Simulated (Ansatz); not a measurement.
Given:

LaAg:
Space group Pm-3m (No. 221); a = b = c = 3.7063 Å, α = β = γ = 90.00°

```csv
atom,site,symmetry,x,y,z
Ag,1a,m-3m,0.0000,0.0000,0.0000
La,1b,m-3m,0.5000,0.5000,0.5000
```

This is the LDA-relaxed structure.

Question: All from DFT-LDA in the program Ansatz with PAW potentials, unless another level is named. Estimate the Young's modulus.

Answer: 36.8 GPa.

Question: Give the highest zone-centre frequency.

Answer: 107 cm^-1.

The workflow started from an entry of the Crystallography Open Database (COD). Its standing as an ambient phase is unchecked. Symmetry was held in the LDA relaxation; of distortions, only those at the zone centre were tested. The run is not spin-polarised. As this level gives no gap, phonon frequencies hold no LO–TO term and depend on the k-mesh and smearing (Fermi–Dirac, 0.1 eV here). Scalar-relativistic: spin–orbit coupling is off unless named, which matters more the heavier the elements.

Potentials: the later of the program's two PAW sets.
